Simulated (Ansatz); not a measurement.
Given:

Cd$_{3}$Pt:
Space group I4/mmm (No. 139); a = b = 4.1361 Å, c = 8.6339 Å, α = β = γ = 90.00°

| atom | site | symmetry | x | y | z |
|---|---|---|---|---|---|
| Cd | 4d | -4m2 | 0.0000 | 0.5000 | 0.2500 |
| Cd | 2b | 4/mmm | 0.0000 | 0.0000 | 0.5000 |
| Pt | 2a | 4/mmm | 0.0000 | 0.0000 | 0.0000 |
(The calculation used a cell of 4 atoms; values per cell refer to that cell.)

This is the r²SCAN-relaxed structure.

Task: All from DFT-r²SCAN in the program Ansatz with PAW potentials, unless another level is named. Estimate the formation energy from the elements (no fitted shifts).

Result: -0.25 eV/atom.

Task: And the density of states at the Fermi level?

Result: 0.27 states/eV per atom (mean over ±0.08 eV).

The workflow started from a Materials Project entry (that database holds measured and hypothetical structures alike); the Crystallography Open Database copy checked does not list it. With Cd and Pt taken as one species the cell has the higher symmetry Fm-3m, so it may be an ordered model of a mixed-site phase. Its standing as an ambient phase is unchecked. The r²SCAN relaxation kept the symmetry of its start; whether a distortion lowers the energy is not shown. No spin polarisation was allowed. Axis ratios of metals converge slowly with the k-mesh, so a and c are less sure than the volume. The references are the lowest solids computed at this level, not always the standard phases. Scalar-relativistic: spin–orbit coupling is off unless named, which matters more the heavier the elements.

Potentials: the later of the program's two PAW sets.
